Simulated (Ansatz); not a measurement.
Structure relaxation, NaCl

The start is a relaxed NaCl cell with every coordinate shifted by Gaussian noise of σ = 0.1 Å. Cell shape, volume and atoms are optimised at zero target pressure with PBE (plane waves to 420 eV, PAW, scalar-relativistic; Ansatz, a program for electronic structure). The first steps use a coarse 7×7×7 k-mesh.

Initial structure:
```yaml
crystal:
  lattice:
    - [0.00000, 2.84746, 2.84746]
    - [2.84746, 0.00000, 2.84746]
    - [2.84746, 2.84746, 0.00000]
  atoms:
    - { symbol: Cl, position: [0.03913, 0.99876, 0.95185] }
    - { symbol: Na, position: [0.50169, 0.48290, 0.46803] }
```

Q: Does it find its way back to the structure it was made from?

A: It returns to the parent structure, Fm-3m (No. 225).

Q: How do the shortest distances between atoms change?

A: The closest pairs of elements (up to four, under 3.6 Å), start → end: Cl–Na 2.70 → 2.85 Å.

Q: What band gap does the relaxed structure have at this level?

A: 5.00 eV, direct at Γ (no spin-orbit coupling).

It ends as:

Space group Fm-3m (No. 225); a = 5.6958 Å, b = 5.6958 Å, c = 5.6958 Å, α = 90.00°, β = 90.00°, γ = 90.00°

```csv
atom,site,symmetry,x,y,z
Cl,4b,m-3m,0.5000,0.5000,0.5000
Na,4a,m-3m,0.0000,0.0000,0.0000
```
(The calculation used a cell of 2 atoms; values per cell refer to that cell.)

Final values are on a 10×10×10 k-mesh of the relaxed cell. No spin polarisation in the result.
